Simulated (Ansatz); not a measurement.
Starting cell, CdS (zinc blende):

```
CELL_PARAMETERS angstrom
      0.00000     2.93890     2.93890
      2.93890     0.00000     2.93890
      2.93890     2.93890     0.00000
ATOMIC_POSITIONS crystal
  S  0.75000 0.75000 0.75000
  Cd 0.00000 0.00000 0.00000
```

Two-dimensional scan of atom 1 (S, nearest neighbour Cd at 2.545 Å; its periodic images, 4.2 Å or more away, move with it): u runs along (0.707, 0.707, 0.000), v along (0.000, 0.000, 1.000) (Cartesian). Cell and other atoms are fixed.

Level of theory: r2SCAN (plane waves to 500 eV, PAW, scalar-relativistic; Ansatz, a quantum-chemistry and plane-wave program). k mesh 8×8×8 (Γ-centred), Fermi-Dirac smearing 0.05 eV. E stands for the smeared free energy. Points where atoms come too close for the PAW data are left out (x in tables, blank in figures). CdS was relaxed with its symmetry unable to fall. ΔE is measured from the undisplaced structure. Axes are in Å.

Problem. Estimate the ΔE (meV/cell) for all points of the grid u = -0.640, -0.320, 0.000, 0.320, 0.640 by v = -0.640, -0.320, 0.000, 0.320, 0.640.

Solution. ΔE (meV/cell), with u across and v down:

```
v \ u   -0.640  -0.320  0.000  0.320  0.640
------  ------  ------  -----  -----  -----
-0.640     566     756    850    756    566
-0.320     469     266    236    266    469
0.000     1298     265      0    265   1298
0.320        x     957    236    957      x
0.640        x    2323    850   2323      x
```

(For displaced atoms, the force is minus the slope of the energy, and its curvature is a force constant, which sets phonon frequencies.)
